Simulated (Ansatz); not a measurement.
# Ta$_{2}$O$_{5}$: opening a crack plane

Ta$_{2}$O$_{5}$, Pmmm, a = 3.666 Å, b = 3.857 Å, c = 6.456 Å. The structure is a Materials Project entry; whether it is the stable form wasn't checked. Ansatz: r2SCAN, PAW, 500 eV, Γ-centred 7×7×2 mesh on 14 atoms, Gaussian smearing 0.05 eV; no spin polarisation. One cut on (001) per cell of 14 atoms is opened rigidly by x, between planes of O and O+Ta that stand 1.16 Å apart; y is the energy per area (14.140 Å², 1 eV/Å² = 16.02 J/m²).

```
x (Å) y (J/m²)
 0.00     0.000
 0.25     0.382
 0.50     1.310
 0.75     2.511
 1.00     3.777
 1.50     6.010
 2.00         ?
 3.00     8.666
 4.50     9.005
 6.00     9.111
```

Problem. Fit the universal binding curve y = W[1 − (1 + x/l) e^(−x/l)] to the other rows, give the peak stress, and predict the missing value.

Solution. Least squares gives W = 9.20 J/m² and l = 0.701 Å. The stress dy/dx peaks at x = l with W/(e l) = 48.3 GPa, for rigid faces. At x = 2.00: x/l = 2.853, y = 7.156 J/m². The run gave 7.506 J/m², so the fit is 0.350 J/m² too low, 3.8 % of the span of the series, against an rms of 0.131 J/m² on the fitted rows. One length l has to serve both the bottom of the well and the tail, and here they ask for different ones.

Spin–orbit coupling is left out, which can shift energies with elements as heavy as these.

Cost: 12 runs of about 19 core-minutes in all, on Oxide Virtual Turin-like Processor (Zen 5) (shared hosts).